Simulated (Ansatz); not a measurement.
ZnO (wurtzite, P6_3mc), DFT-r²SCAN in the program Ansatz with PAW potentials, all energies at zero smearing, with the estimated change up to a 700 eV cutoff added, with one set of potentials and settings (totals compare only within such a set). Cell of 4 atoms (2 Zn, 2 O): -7789.877 eV.

| element | reference phase | E (eV/atom) |
|---|---|---|
| Zn | P6_3/mmc, 2 atoms in the cell | -3325.6811 |
| O | C2/m, 4 atoms in the cell, spin-polarised | -566.0346 |

Formation energy per atom, worked out: (-7789.877 − 2×(-3325.6811) − 2×(-566.0346))/4 = -1.611 eV/atom (-155 kJ per mol of atoms), at 0 K, without zero-point energy or fitted corrections.

The r²SCAN relaxation kept the symmetry of its start; of distortions, only those at the zone centre were tested. The references are the lowest solids computed at this level, not always the standard phases (solids in place of the gases).

Potentials: the earlier of the program's two PAW sets.
